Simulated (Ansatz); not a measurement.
# Sb (A7 type, space group R-3m), scan of one atom of the cell

Starting cell, Sb (A7 type, space group R-3m):

```yaml
crystal:
  lattice:
    - [2.16078, 1.24753, 3.67966]
    - [-2.16078, 1.24753, 3.67966]
    - [0.00000, -2.49506, 3.67966]
  atoms:
    - { symbol: Sb, position: [0.23639, 0.23639, 0.23639] }
    - { symbol: Sb, position: [0.76361, 0.76361, 0.76361] }
```

Scan: atom 1 (Sb, nearest neighbour Sb at 2.932 Å; its periodic images, 4.3 Å or more away, move with it) is displaced along Cartesian [111], direction (0.577, 0.577, 0.577) in Cartesian axes, by s. The other atoms stay.

Computed with PBE-D3(BJ) (plane waves to 420 eV, PAW, scalar-relativistic; Ansatz, a program for electronic structure). k mesh 11×11×11 (Γ-centred), Fermi-Dirac smearing 0.05 eV. Energies are smeared free energies. Stress and pressure are positive under compression. With partly filled bands, energies and forces of such displacements shift with the k mesh and the smearing. F∥ is the force on the atom along that direction. F⊥ is the part of the force across the line. Sb was relaxed with its symmetry unable to fall. Spin-orbit coupling is left out, though Sb is heavy. The PAW data are Ansatz's earlier set. The zero of ΔE is the undisplaced structure.

```csv
s (Å),ΔE (meV/cell),P (GPa),F∥ (eV/Å),|F⊥| (eV/Å)
-0.590,1005,10.4,4.119,1.609
-0.472,585,7.2,3.006,1.074
-0.354,292,4.6,1.983,0.706
-0.236,112,2.5,1.106,0.422
-0.118,23,1.0,0.435,0.182
0.000,0,0.0,-0.001,0.002
0.118,13,-0.6,-0.180,0.079
0.236,32,-0.7,-0.122,0.081
0.354,44,-0.2,-0.126,0.293
0.472,74,0.8,-0.419,0.549
0.590,152,2.1,-0.922,0.762
```

Read from the data:

```
Property                                                                                                                                             Value
--------------------------------------------------------  ------------------------------------------------------------------------------------------------
Energy at s = 0.590 Å                                                                                                                         152 meV/cell
Force along the line at s = -0.590 Å                                                                                                             4.12 eV/Å
Symmetry of the curve                                                                                  not even: the negative side lies higher at ±0.590 Å
Shape of the curve                                                                          a single well with its minimum at or next to zero displacement
Force constant k = d²E/ds² at s = 0 (finite differences)                                                                                        2.61 eV/Å²
Harmonic estimate at the end of the scan                  ½ks² = 454 meV/cell against the computed 152 meV/cell, so the well is softer than harmonic there
```

(A displaced cell: forces are minus the slopes of the energy, force constants its curvatures, and phonons follow from these.)
